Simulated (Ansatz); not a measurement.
This is a one-shot G0W0 calculation with the PAW code Ansatz on ZnSe from a database structure; the level of theory is G0W0@PBE with 73 empty bands, a screening cutoff of 80 eV and an 8×8×8 mesh. The cell was relaxed beforehand with r2SCAN.

```yaml
crystal:
  lattice:
    - [0.0, 2.8324253885, 2.8324253885]
    - [2.8324253885, 0.0, 2.8324253885]
    - [2.8324253885, 2.8324253885, 0.0]
  atoms:
    - { symbol: Zn, position: [0.0, 0.0, 0.0] }
    - { symbol: Se, position: [0.75, 0.75, 0.75] }
kpoints:
  mp_grid: { grid: [8, 8, 8] }
hamiltonian:
  xc: pbe
scf:
  occupations: { method: fixed }
gw:
  n_empty_bands: 73
  ecut_chi: 80
  qp_bands: [v2, c2]
  qp_kpoints: band_edges
  screening: { model: contour_deformation }
```

The output follows, shortened, with numbered blanks.
```
Functional definition: PBE
Crystal: 2 atoms, lattice volume = 45.447 Å³
Basis set: ecut = 420 eV, 893 PW (Γ)
Bands: 18, of which v1, the nominal top of the filled ones, is band 14 counted from 1 (13 counted from 0)
[1]
preconditioner: auto → none  [insulator: Δε(μ)=1.287 eV  ℏωp=23.4 eV]
SCF 1 converged in 6 iterations: F = -8789.525391 eV  dr2 = 5.53e-9
Free energy (F): -8789.525391 eV
Fermi energy:    6.798472 eV
--- G₀W₀: contour deformation, 7 samples at zero and on the imaginary axis and 3 off it, 512 q-points, 73 empty bands' worth ---
    ik  band        ε_KS         Σx   Σc(E_QP)       V_xc       Z   E_QP_lin       E_QP  E_QP is
     0    13      6.7985   -21.7549     2.2305   -18.8898  0.7716     6.1562     6.1639  root
     0    14      6.7985   -21.7549     2.2305   -18.8898  0.7716     6.1562     6.1639  root
     0    15      8.0924    -9.8996    -3.3822   -13.8025  0.7997     8.6170     8.6131  root
     0    16     12.6088    -6.9987    -4.2410   -11.6606  0.7785    13.0335    13.0296  root
     1    13      6.6462   -21.4845     2.2603   -18.5784  0.7706  [2]
     1    14      6.6462   -21.4845     2.2603   -18.5784  0.7706     5.9923     6.0004  root
     1    15      9.0773   -10.5938    -3.3218   -14.4047  0.7927     9.5701     9.5665  root
     1    16     12.5493    -7.3856    -4.1899   -11.9751  0.7785    12.9525    12.9489  root
     2    13      6.3207   -20.9586     2.3303   -17.9613  0.7681     5.6446     5.6538  root
     2    14      6.3207   -20.9586     2.3303   -17.9613  0.7681     5.6446     5.6538  root
     2    15      9.5506    -9.1545    -3.7090   -13.3870  0.7928    10.0788    10.0741  root
     2    16     13.2415    -7.2197    -4.3912   -12.0299  0.7695    13.6648    13.6606  root
     3    13      6.0372   -20.5065     2.3871   -17.4382  0.7659     5.3462     5.3562  root
     3    14      6.0372   -20.5065     2.3871   -17.4382  0.7659     5.3462     5.3562  root
     3    15      9.4303    -8.9211    -3.6988   -13.1167  0.7948     9.9311     9.9271  root
     3    16     13.2568    -7.1967    -4.3203   -11.8856  0.7716  [3]
     4    13      5.9287   -20.3252     2.4066   -17.2333  0.7650     5.2333     5.2435  root
     4    14      5.9287   -20.3252     2.4066   -17.2333  0.7650     5.2333     5.2435  root
     4    15      9.3461    -8.9753    -3.6696   -13.1313  0.7954     9.8363     9.8325  root
     4    16     13.1886    -7.1913    -4.2704   -11.8084  0.7736    13.5383    13.5354  root
     5    13      6.3735   -21.0536     2.3103   -18.0749  0.7685     5.6961     5.7052  root
     5    14      6.3735   -21.0536     2.3103   -18.0749  0.7685     5.6961     5.7052  root
     5    15      9.5213   -11.1854    -3.3273   -15.0137  0.7885    10.0264    10.0223  root
     5    16     11.8623    -6.7672    -4.0818   -11.2113  0.7866    12.2271    12.2245  root
     8    13      5.2456   -19.7944     2.5176   -16.5601  0.7587     4.5161     4.5289  root
     8    14      5.6972   -20.0112     2.4566   -16.8532  0.7628     4.9846     4.9957  root
     8    15     10.1329    -9.4362    -3.7589   -13.7076  0.7889    10.6500    10.6453  root
     8    16     12.6840    -6.9159    -4.1539   -11.3443  0.7781    12.9600    12.9585  root
    11    13      5.9093   -20.3274     2.3813   -17.2484  0.7648     5.2007     5.2116  root
    11    14      6.5946   -21.3919     2.2765   -18.4687  0.7701     5.9398     5.9480  root
    11    15      9.8811   -10.1982    -3.6744   -14.4369  0.7869    10.4511    10.4454  root
    11    16     12.3663    -7.6044    -4.0845   -12.0514  0.7806    12.7317    12.7287  root
    12    13      5.5466   -19.9227     2.5072   -16.6955  0.7606     4.8143     4.8266  root
    12    14      5.5466   -19.9227     2.5072   -16.6955  0.7606     4.8143     4.8266  root
    12    15     10.7266    -8.8689    -3.9026   -13.2673  0.7858    11.2271    11.2224  root
    12    16     10.8294    -7.7726    -3.8239   -11.9152  0.7897  [4]
  […]
```

The points are ik 0 = (0, 0, 0) (Γ), ik 1 = (0, 0, 1/8), ik 2 = (0, 0, 1/4), ik 3 = (0, 0, 3/8), ik 4 = (0, 0, -1/2), ik 5 = (0, 1/8, 1/8), ik 8 = (0, 1/8, -1/2), ik 11 = (0, 1/8, -1/8), ik 12 = (0, 1/4, 1/4), ik 14 = (0, 1/4, -1/2), ik 17 = (0, 3/8, 3/8), ik 20 = (0, -1/2, -1/2); band 14 is the last filled one.

**Question.** Give the withheld lines. They hold quasiparticle rows, the symmetry found.

**Answer.**
```
[1]
Symmetry: 24 space group operations
Space group: F-43m (ITA 216)
[2]
     1    13      6.6462   -21.4845     2.2603   -18.5784  0.7706     5.9923     6.0004  root
[3]
     3    16     13.2568    -7.1967    -4.3203   -11.8856  0.7716    13.6288    13.6255  root
[4]
    12    16     10.8294    -7.7726    -3.8239   -11.9152  0.7897    11.1499    11.1480  root
```
The trailing digits, and the zero of the energies, depend on the potentials and thresholds.

Wall time 2.1 min on 1 × NVIDIA H100 80GB HBM3 with 4 threads of AMD EPYC 7R13 Processor (Zen 3) (shared host), load about 3.4 per core; peak host memory 1.5 GiB.

Calculated for a static, non-magnetic cell.

The runs are scalar-relativistic, without spin-orbit coupling.

With a shallow d shell on the cation, G0W0 converges slowly in bands and cutoff, so these values are in doubt.
